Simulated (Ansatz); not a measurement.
Si:
```yaml
crystal:
  lattice:
    - [3.89041, 0.00000, 0.00000]
    - [-1.94520, 3.36919, 0.00000]
    - [0.00000, 0.00000, 4.12084]
  atoms:
    - { symbol: Si, position: [0.50000, 0.00000, 0.00000] }
    - { symbol: Si, position: [0.00000, 0.50000, 0.33333] }
    - { symbol: Si, position: [0.50000, 0.50000, 0.66667] }
```

Relaxed with r²SCAN.

**Question.** Map the valence electron density (e/Å³), cut off at 0.4 on the plane through (0.000, 0.500, 0.333) spanned by u = [1, 0, 0] and v = [0, 0, 1] in lattice vectors, from plane-wave PAW r²SCAN (Ansatz code).

**Answer.** x is the fraction of u, y of v (the angle between them is 90°; rows are the nearest grid lines); atoms in the plane: Si at (0.00, 0.00), Si at (0.50, 0.33).
```
y \ x   0.000  0.105  0.158  0.263  0.368  0.474  0.526  0.632  0.737  0.842  0.895   1.00
------  -----  -----  -----  -----  -----  -----  -----  -----  -----  -----  -----  -----
1.00    0.034  0.199  0.356  0.361  0.225  0.166  0.166  0.225  0.361  0.356  0.199  0.034
0.905   0.177  0.277  0.332  0.244  0.130  0.087  0.087  0.130  0.244  0.332  0.277  0.177
0.857   0.315  0.344  0.329  0.204  0.107  0.072  0.072  0.107  0.204  0.329  0.344  0.315
0.762   0.318  0.278  0.236  0.151  0.101  0.085  0.085  0.101  0.151  0.236  0.278  0.318
0.714   0.234  0.209  0.185  0.139  0.118  0.115  0.115  0.118  0.139  0.185  0.209  0.234
0.619   0.115  0.116  0.121  0.149  0.197  0.232  0.232  0.197  0.149  0.121  0.116  0.115
0.524   0.071  0.088  0.112  0.201  0.318  0.370  0.370  0.318  0.201  0.112  0.088  0.071
0.476   0.071  0.094  0.125  0.237  0.342  0.319  0.319  0.342  0.237  0.125  0.094  0.071
0.381   0.115  0.148  0.193  0.332  0.272  0.078  0.078  0.272  0.332  0.193  0.148  0.115
0.286   0.234  0.277  0.328  0.400  0.358  0.082  0.082  0.358  0.400  0.328  0.277  0.234
0.238   0.318  0.368  0.400  0.400  0.400  0.193  0.193  0.400  0.400  0.400  0.368  0.318
0.143   0.315  0.400  0.400  0.400  0.400  0.378  0.378  0.400  0.400  0.400  0.400  0.315
0.0952  0.177  0.383  0.400  0.400  0.390  0.322  0.322  0.390  0.400  0.400  0.383  0.177
0.000   0.034  0.199  0.356  0.361  0.225  0.166  0.166  0.225  0.361  0.356  0.199  0.034
```

The density is the valence pseudo-density with augmentation charge, so density and ELF within about 1 Å of a nucleus are not all-electron values.

Space group P6_422. The start of the workflow was typed in or built on a structure type; neither database checked (COD, Materials Project) lists it. It is not the phase usual at ambient conditions (space group No. 227). The r²SCAN relaxation kept the symmetry of its start; its stability against distortions is not shown here.

Potentials: the later of the program's two PAW sets.
